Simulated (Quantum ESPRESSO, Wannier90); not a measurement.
# Wannier functions of Ir (fcc (Cu type))

Structure: Materials Project mp-101, symmetrised, not relaxed again. This is the element's usual structure. Computed values, not measurements, from PBEsol: Quantum ESPRESSO (norm-conserving PseudoDojo potentials, cutoff 55 Ry, no spin polarisation, no spin-orbit coupling) on a Γ-centred 12×12×12 mesh, then Wannier90. Density: 18×18×18 mesh, cold smearing 0.01 Ry. Spin-orbit coupling is left out although heavy elements are present.

The plane-wave run has 21 bands and 17 electrons a cell. On the energy scale of pw.x, whose zero is arbitrary, the Fermi level lies at 25.41 eV.

Isolated groups of bands, relative to the Fermi level (bands from 5 on overlap up to the last one computed):

```
bands  from (eV)  to (eV)  filling  weight on atomic waves
-----  ---------  -------  -------  ----------------------
1         -93.05   -92.97   filled              Ir 5s 98 %
2–4       -50.19   -49.43   filled              Ir 5p 99 %
```

Input w.win, without the blocks of cell, atoms and k-points (1728 lines):

```
num_bands = 21
num_wann = 9
num_iter = 800
conv_tol = 1.0e-6
conv_window = 4
dis_num_iter = 1000
dis_conv_tol = 1.0e-6
dis_froz_max = 26.91
write_hr = true
write_u_matrices = true
begin projections
Ir: s;p;d
end projections
mp_grid = 12 12 12
```

### Question
This input has a fault. Which, and what does the program do?

### Answer
wannier90.x stops with:
```
dis_windows: More states in the frozen window than target WFs
```
At some k-point more bands lie below dis_froz_max than there are Wannier functions, and every frozen state has to fit into the subspace. Here the deep bands below band 5 or between the kept ones were not excluded and fill the window; only bands 5-21 belong to the model. Mended as below, all else unchanged, the run goes through (Ω_I = 8.1 Å²) and follows the plane-wave bands to 2.1 meV rms (states up to 1.0 eV relative to the Fermi level).
```
num_bands = 17
exclude_bands = 1-4
```
